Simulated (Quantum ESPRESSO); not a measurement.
## SiMgGa2P4 (input and log of a self-consistent run)

Computed values, not a measurement. The program is pw.x of Quantum ESPRESSO 7.5 (plane-wave density functional theory). The cell is made up: 8 atoms on a zincblende/diamond lattice, with randomly drawn elements, strain and displacements, not relaxed. PseudoDojo standard norm-conserving files (v0.5 for PBE, v0.4.1 for LDA and PBEsol) set the functional; there is no spin polarisation, spin-orbit coupling or dispersion term, and the masses in the input are unused placeholders.

Input:

```
&control calculation='scf', pseudo_dir='./dojo.nc.sr.pbe.v0_5.standard.upf', outdir='./o', disk_io='low', tprnfor=.true., tstress=.true. /
&system ibrav=0, nat=8, ntyp=4, nbnd=36, ecutwfc=84.00895049, nosym=.true., tot_charge=0,
 occupations='smearing', smearing='fd', degauss=0.0018374661
/
&electrons conv_thr=7.350e-09, electron_maxstep=60, /
ATOMIC_SPECIES
Ga 1.0 Ga.upf
Mg 1.0 Mg.upf
P 1.0 P.upf
Si 1.0 Si.upf
CELL_PARAMETERS angstrom
5.4879 0.0374 0.0079
0.0374 5.5687 -0.103
0.0079 -0.103 5.5202
ATOMIC_POSITIONS angstrom
Si -0.0305 0.0586 -0.017
Mg 0.0508 2.7153 2.7289
Ga 2.7467 -0.0085 2.7232
Ga 2.7442 2.8479 -0.0439
P 1.3099 1.3553 1.3042
P 1.4401 4.0744 4.0728
P 4.0736 1.3128 4.0839
P 4.1502 4.1463 1.3381
K_POINTS automatic
4 4 4 1 1 1
```

The log is shortened where brackets say so; the opening notice, blank lines, dates and the lines on written files are dropped, and the path of the files is cut. It prints rydbergs, bohrs and kilobars, and counts compression as positive stress.

```
     Program PWSCF v.7.5
     Parallel version (MPI & OpenMP), running on       4 processor cores
     Number of MPI processes:                 4
     Threads/MPI process:                     1
     [start-up lines left out]
     bravais-lattice index     =            0
     lattice parameter (alat)  =      10.3709  a.u.
     unit-cell volume          =    1137.9956 (a.u.)^3
     number of atoms/cell      =            8
     number of atomic types    =            4
     number of electrons       =        60.00
     number of Kohn-Sham states=           36
     kinetic-energy cutoff     =      84.0090  Ry
     charge density cutoff     =     336.0358  Ry
     scf convergence threshold =      7.3E-09
     mixing beta               =       0.7000
     number of iterations used =            8  plain     mixing
     Exchange-correlation= PBE
                           (   1   4   3   4   0   0   0)
     [axes and pseudopotential details left out]
   Cartesian axes
     site n.     atom                  positions (alat units)
         1        Si     tau(   1) = (  -0.0055575   0.0106778  -0.0030976  )
         2        Mg     tau(   2) = (   0.0092565   0.4947674   0.4972455  )
         3        Ga     tau(   3) = (   0.5004890  -0.0015488   0.4962069  )
         4        Ga     tau(   4) = (   0.5000334   0.5189291  -0.0079992  )
         5        P      tau(   5) = (   0.2386830   0.2469555   0.2376443  )
         6        P      tau(   6) = (   0.2624073   0.7424153   0.7421238  )
         7        P      tau(   7) = (   0.7422696   0.2392114   0.7441464  )
         8        P      tau(   8) = (   0.7562272   0.7555166   0.2438214  )
     number of k points=    32  Fermi-Dirac smearing, width (Ry)=  0.0018
                       cart. coord. in units 2pi/alat
        k(    1) = (   0.1239713   0.1246950   0.1264208), wk =   0.0625000
        k(    2) = (   0.1235820   0.1292963   0.3750505), wk =   0.0625000
     [further k points left out]
     Dense  grid:   118389 G-vectors     FFT dimensions: (  64,  64,  64)
     Estimated max dynamical RAM per process >     220.18 MB
     Estimated total dynamical RAM >     794.03 MB
     Initial potential from superposition of free atoms
     starting charge      59.9927, renormalised to      60.0000
     Starting wfcs are   43 randomized atomic wfcs
     total cpu time spent up to now is        2.6 secs
     per-process dynamical memory:   156.6 Mb
     Self-consistent Calculation
     iteration #  1     ecut=    84.01 Ry     beta= 0.70
     Davidson diagonalization with overlap
     ethr =  1.00E-02,  avg # of iterations =  4.0
     Threshold (ethr) on eigenvalues was too large:
     Diagonalizing with lowered threshold
     Davidson diagonalization with overlap
     ethr =  5.55E-04,  avg # of iterations =  2.0
     total cpu time spent up to now is        9.6 secs
     total energy              =    -488.63660500 Ry
     estimated scf accuracy    <       0.33438750 Ry
     iteration #  2     ecut=    84.01 Ry     beta= 0.70
     Davidson diagonalization with overlap
     ethr =  5.57E-04,  avg # of iterations =  2.6
     total cpu time spent up to now is       13.2 secs
     total energy              =    -488.70514184 Ry
     estimated scf accuracy    <       0.09664273 Ry
     iteration #  3     ecut=    84.01 Ry     beta= 0.70
     Davidson diagonalization with overlap
     ethr =  1.61E-04,  avg # of iterations =  5.3
     total cpu time spent up to now is       17.0 secs
     total energy              =    -488.72417020 Ry
     estimated scf accuracy    <       0.01082518 Ry
     iteration #  4     ecut=    84.01 Ry     beta= 0.70
     Davidson diagonalization with overlap
     ethr =  1.80E-05,  avg # of iterations =  7.1
     total cpu time spent up to now is       21.2 secs
     total energy              =    -488.72673479 Ry
     estimated scf accuracy    <       0.00374305 Ry
     iteration #  5     ecut=    84.01 Ry     beta= 0.70
     Davidson diagonalization with overlap
     ethr =  6.24E-06,  avg # of iterations =  2.8
     total cpu time spent up to now is       24.6 secs
     total energy              =    -488.72746320 Ry
     estimated scf accuracy    <       0.00013847 Ry
     iteration #  6     ecut=    84.01 Ry     beta= 0.70
     Davidson diagonalization with overlap
     ethr =  2.31E-07,  avg # of iterations =  3.9
     total cpu time spent up to now is       28.3 secs
     total energy              =    -488.72750320 Ry
     estimated scf accuracy    <       0.00001122 Ry
     iteration #  7     ecut=    84.01 Ry     beta= 0.70
     Davidson diagonalization with overlap
     ethr =  1.87E-08,  avg # of iterations =  2.6
     total cpu time spent up to now is       31.6 secs
     total energy              =    -488.72750579 Ry
     estimated scf accuracy    <       0.00000094 Ry
     iteration #  8     ecut=    84.01 Ry     beta= 0.70
     Davidson diagonalization with overlap
     ethr =  1.57E-09,  avg # of iterations =  3.6
     total cpu time spent up to now is       35.4 secs
     total energy              =    -488.72750612 Ry
     estimated scf accuracy    <       0.00000013 Ry
     iteration #  9     ecut=    84.01 Ry     beta= 0.70
     Davidson diagonalization with overlap
     ethr =  2.21E-10,  avg # of iterations =  2.6
     total cpu time spent up to now is       38.7 secs
     total energy              =    -488.72750616 Ry
     estimated scf accuracy    <       0.00000003 Ry
     iteration # 10     ecut=    84.01 Ry     beta= 0.70
     Davidson diagonalization with overlap
     ethr =  4.18E-11,  avg # of iterations =  2.0
     total cpu time spent up to now is       41.9 secs
     End of self-consistent calculation
     [lines on levels left out]
!    total energy              =    -488.72750617 Ry
     estimated scf accuracy    <          2.8E-09 Ry
     smearing contrib. (-TS)   =      -0.00000000 Ry
     internal energy E=F+TS    =    -488.72750617 Ry
     The total energy is F=E-TS. E is the sum of the following terms:
     one-electron contribution =    -276.89026861 Ry
     hartree contribution      =     169.07220205 Ry
     xc contribution           =    -119.16808340 Ry
     ewald contribution        =    -261.74135621 Ry
     convergence has been achieved in  10 iterations
     Forces acting on atoms (cartesian axes, Ry/au):
     atom    1 type  4   force =    -0.00709518   -0.03862304   -0.01022196
     atom    2 type  2   force =    -0.02431391    0.00092825    0.01232287
     atom    3 type  1   force =    -0.02547045   -0.02023712   -0.00180606
     atom    4 type  1   force =    -0.00095527   -0.01640273    0.00635285
     atom    5 type  3   force =     0.03011076   -0.02525685   -0.03024561
     atom    6 type  3   force =    -0.00912690    0.06361341    0.02277516
     atom    7 type  3   force =     0.02362119   -0.00828832    0.04278945
     atom    8 type  3   force =     0.01322976    0.04426640   -0.04196671
     Total force =     0.131239     Total SCF correction =     0.000185
     Computing stress (Cartesian axis) and pressure
          total   stress  (Ry/bohr**3)                   (kbar)     P=        5.67
   0.00003229  -0.00002951   0.00006281            4.75       -4.34        9.24
  -0.00002951   0.00001711   0.00023716           -4.34        2.52       34.89
   0.00006281   0.00023716   0.00006630            9.24       34.89        9.75
     init_run     :      2.48s CPU      2.57s WALL (       1 calls)
     electrons    :     39.10s CPU     39.29s WALL (       1 calls)
     forces       :      0.57s CPU      0.59s WALL (       1 calls)
     stress       :      1.82s CPU      1.82s WALL (       1 calls)
     [timing details left out]
     PWSCF        :     44.05s CPU     44.37s WALL
     JOB DONE.
```

In other units: free energy -6649.476 eV for the cell, pressure 0.57 GPa, largest force component 1.636 eV/Å. A rerun of a related cell, with the same atoms placed differently, at 1437 eV and a 6 x 6 x 6 mesh moved values by no more than 0.008 eV in energy, 0.02 GPa in stress and 0.003 eV/Å in force.